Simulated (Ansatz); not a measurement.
Data:

B:
Space group I4₁32 (No. 214); a = b = c = 4.633 Å, α = β = γ = 90.00°

```
atom  site  symmetry       x       y       z
----  ----  --------  ------  ------  ------
B       8a       .32  0.1250  0.1250  0.1250
```
(The calculation used a cell of 4 atoms; values per cell refer to that cell.)

This is the PBEsol-relaxed structure.

### Question
All from PBEsol in the plane-wave PAW code Ansatz, unless another level is named. Give the Young's modulus.

### Answer
65.1 GPa.

### Question
Give the highest zone-centre frequency.

### Answer
1067 cm⁻¹.

Space group I4_132. The start of the workflow was typed in or built on a structure type; neither database checked (COD, Materials Project) lists it. It is not the phase usual at ambient conditions (space group No. 166). Symmetry was held in the PBEsol relaxation; phonons show weakly imaginary modes.

Potentials: the earlier of the program's two PAW sets. The files were generated under PBE; for other functionals the program regenerates the frozen cores, and for LDA and PBEsol the local potential too.
